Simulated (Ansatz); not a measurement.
# Property card for ReC

ReC:
```cif
data_CRe
_chemical_formula_sum 'Re1 C1'
_space_group_name_H-M_alt 'P 1'
_space_group_IT_number 1
_cell_length_a 2.85564
_cell_length_b 2.85564
_cell_length_c 2.79472
_cell_angle_alpha 90.000
_cell_angle_beta 90.000
_cell_angle_gamma 120.000
loop_
_space_group_symop_operation_xyz
  'x, y, z'
loop_
_atom_site_label
_atom_site_type_symbol
_atom_site_fract_x
_atom_site_fract_y
_atom_site_fract_z
_atom_site_occupancy
Re1 Re 0.00000 0.00000 0.00000 1
C1 C 0.66667 0.33333 0.50000 1
```

Space group P-6m2 (No. 187); conventional cell a = b = 2.856 Å, c = 2.795 Å, α = β = 90.00°, γ = 120.00°.

Method: PBEsol in the plane-wave PAW code Ansatz. Structure relaxed to zero pressure with the same functional. Other levels are named where they apply.

Cell and energy:

```
Item                                                          Value
-----------------------------------------------------  ------------
Volume per atom                                             9.87 Å³
Density                                                 16.68 g/cm³
Formation energy from the elements (no fitted shifts)  0.13 eV/atom
```

Electronic structure:

```
Quantity                                                                     Value
------------------------------------  --------------------------------------------
Electronic character                                             metallic (no gap)
Density of states at the Fermi level  0.39 states/eV per atom (mean over ±0.08 eV)
Gap with spin–orbit coupling                                       none (metallic)
```

Mechanics:

```
Quantity                              Value
----------------------------------  -------
Bulk modulus (Birch–Murnaghan fit)  437 GPa
Pressure derivative B′                  4.4
```

Phonons:

```
Item                                            Value
-----------------------------  ----------------------
Highest zone-centre frequency                606 cm⁻¹
Zone-centre stability          no imaginary mode at Γ
```

A made-up cell: these elements were put on the sites of a structure type; the Crystallography Open Database copy checked does not list it. Whether it is the stable phase at ambient conditions was not checked. Symmetry was held in the PBEsol relaxation. The run is not spin-polarised. As this level gives no gap, phonon frequencies hold no LO–TO term and depend on the k-mesh and smearing (Fermi–Dirac, 0.1 eV here). The references are the lowest solids computed at this level, not always the standard phases. Scalar-relativistic: spin–orbit coupling is off unless named, which matters more the heavier the elements.

Potentials: the earlier of the program's two PAW sets. The files were generated under PBE; for other functionals the program regenerates the frozen cores, and for LDA and PBEsol the local potential too.
